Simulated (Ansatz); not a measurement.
## Stress against strain in TiOs

```
CELL_PARAMETERS angstrom
3.08000 0.00000 0.00000
0.00000 3.08000 0.00000
0.00000 0.00000 3.08000
ATOMIC_POSITIONS crystal
Ti 0.50000 0.50000 0.50000
Os 0.00000 0.00000 0.00000
```

Atom numbers follow the list: Ti1, Os2.

The cell comes from COD entry 1537945, which wasn't checked; take it as a given geometry.

No spin–orbit coupling, which matters for the heavy atoms here.

All numbers below come from Ansatz 0.2.0, DFT, PBEsol, all-electron LAPW, scalar-relativistic.

The runs use a Γ-centred 13×13×13 k mesh, Fermi–Dirac smearing of 0.03 eV, basis error target 0.5 meV/atom, no spin polarisation.

The strain is applied along the Cartesian axes of the cell as listed (the other components stay zero). Fractional coordinates are held (clamped ions).

σ is the change of stress from the unstrained cell, which is at -4.60 GPa; tension is positive, so slopes are stress–strain coefficients at that pressure. In a metal the k mesh adds noise.

Only quantities that a quadratic follows smoothly over the whole series are listed; rougher ones are left out.

```
εxx = εyy  σzz (GPa)  σxx (GPa)
  -0.0200      -6.24     -13.27
   0.0000       0.00       0.00
   0.0100       2.56       5.77
   0.0200       4.81      10.98
```

(1) Fit the series and read off the stiffness at zero strain.

(2) One run, at εxx = εyy = -0.0100, is withheld. Predict its row.

Answers

(1) Least-squares fits y = p0 + p1 x + p2 x² to the rows give σzz (GPa): p1 = 276, p2 = -1800; σxx (GPa): p1 = 606, p2 = -2900. So 2 C12 = 276 GPa and C11 + C12 = 606 GPa.

(2) The fits give -2.95, -6.35; the run gave -2.89, -6.36.
